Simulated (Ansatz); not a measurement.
Values for one crystal, relaxed and computed with PBEsol (plane waves, PAW; program Ansatz); other levels are named.

```yaml
volume_per_atom: 16.90 Å³
electronic_character: metallic (no gap)
highest_zone_centre_frequency: 180 cm⁻¹
Density of states at the Fermi level: 0.47 states/eV per atom (mean over ±0.08 eV)
Formation energy from the elements (no fitted shifts): 0.33 eV/atom
Gap with spin–orbit coupling: none (metallic)
zone_centre_stability: unstable, softest mode 18i cm⁻¹
```

Problem. Which compound is it?
A) TaW, rock salt
B) BeAg, CsCl type
C) IrW, Pmma (Ir on 2f, W on 2e)
D) TaAg, Pmma (Ag on 2e, Ta on 2f)

Solution. D, TaAg, Pmma (Ag on 2e, Ta on 2f)

The start of the workflow was typed in or built on a structure type; neither database checked (COD, Materials Project) lists it. Its standing as an ambient phase is unchecked. Symmetry was held in the PBEsol relaxation; phonons show weakly imaginary modes. No spin polarisation was allowed. Its formation energy is positive at this level, so the cell may be metastable or incomplete. As this level gives no gap, phonon frequencies hold no LO–TO term and depend on the k-mesh and smearing (Fermi–Dirac, 0.1 eV here). The references are the lowest solids computed at this level, not always the standard phases. Scalar-relativistic: spin–orbit coupling is off unless named, which matters more the heavier the elements.

Potentials: the later of the program's two PAW sets.
